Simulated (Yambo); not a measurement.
Yambo run on Ba$_{2}$MoCdO$_{6}$ (space group Fm-3m, No. 225). The wavefunctions come from this Quantum ESPRESSO step (LDA, PseudoDojo standard norm-conserving files, scalar-relativistic):

```
&CONTROL
  calculation = 'nscf'
  pseudo_dir = './pseudo'
  outdir = './out'
/
&SYSTEM
  ibrav = 0
  nat = 10
  ntyp = 4
  ecutwfc = 102.0
  ecutrho = 408.0
  occupations = 'fixed'
  force_symmorphic = .true.
  nbnd = 299
/
&ELECTRONS
  conv_thr = 1e-08
  diago_full_acc = .true.
  diago_thr_init = 1e-08
/
ATOMIC_SPECIES
O 15.9990 O.upf
Mo 95.9500 Mo.upf
Cd 112.4140 Cd.upf
Ba 137.3270 Ba.upf
CELL_PARAMETERS angstrom
  0.000000000000   4.237425000000   4.237425000000
  4.237425000000   0.000000000000   4.237425000000
  4.237425000000   4.237425000000   0.000000000000
ATOMIC_POSITIONS crystal
O   0.769950000000   0.230050000000   0.230050000000
O   0.230050000000   0.769950000000   0.769950000000
O   0.230050000000   0.769950000000   0.230050000000
O   0.769950000000   0.230050000000   0.769950000000
O   0.230050000000   0.230050000000   0.769950000000
O   0.769950000000   0.769950000000   0.230050000000
Mo   0.000000000000   0.000000000000   0.000000000000
Cd   0.500000000000   0.500000000000   0.500000000000
Ba   0.250000000000   0.250000000000   0.250000000000
Ba   0.750000000000   0.750000000000   0.750000000000
K_POINTS automatic
2 2 2 0 0 0
```

Yambo input:

```
rim_cut
gw0
dyson
el_el_corr
HF_and_locXC
ppa
em1d
RandQpts= 1000000
RandGvec= 1 Ry
EXXRLvcs= 102 Ry
VXCRLvcs= 408 Ry
Chimod= "HARTREE"
% BndsRnXp
 6 | 296 |
%
NGsBlkXp= 8 Ry
% LongDrXp
 1.0 | 1.0 | 1.0 |
%
PPAPntXp= 27.2114 eV
% GbndRnge
 1 | 296 |
%
GTermKind= "BG"
DysSolver= "n"
ExtendOut
% QPkrange
 1 | 1 | 45 | 46 |
 2 | 2 | 45 | 46 |
 3 | 3 | 45 | 46 |
%
```

k points by index: 1 = Γ, 2 = L, 3 = X.

Table of the .qp output:

```
#    K-point    Band    Eo [eV]    E [eV]    E-Eo [eV]    Vxc [eV]    Vnlxc [eV]    Sc|Eo [eV]    Sc|E [eV]    dSc/dw|Eo [eV]    Re(Z)    Im(Z)
#
    1    45    -0.035160    -0.386278    -0.351118    -19.46482    -24.57503    4.648203    4.759091    -8.589897    0.760064    -0.001649
    1    46    2.641336    3.694527    1.053191    -18.73310    -13.74791    -3.649390    -3.932003    -7.301088    0.788448    -0.001542
    2    45    0.000000    -0.464394    -0.464394    -21.36300    -26.30813    4.347092    4.480733    -7.828646    0.776578    -0.001350
    2    46    2.485537    3.566358    1.080821    -18.23125    -12.93148    -3.932195    -4.218942    -7.218269    0.790343    -0.001861
    3    45    -0.079243    -0.433336    -0.354094    -19.34155    -24.42278    4.615696    4.727135    -8.560135    0.760696    -0.001619
    3    46    2.244542    3.284465    1.039923    -17.64828    -12.31133    -4.031294    -4.297021    -6.952187    0.796499    -0.001778
```
(The two width columns are left out.) Convergence of these settings isn't established.

Spin-orbit coupling is not included.

Geometry of the Materials Project entry, not relaxed at this level.

The structure is a Materials Project entry; no match was found in the copy of COD used, and its stability was not checked.
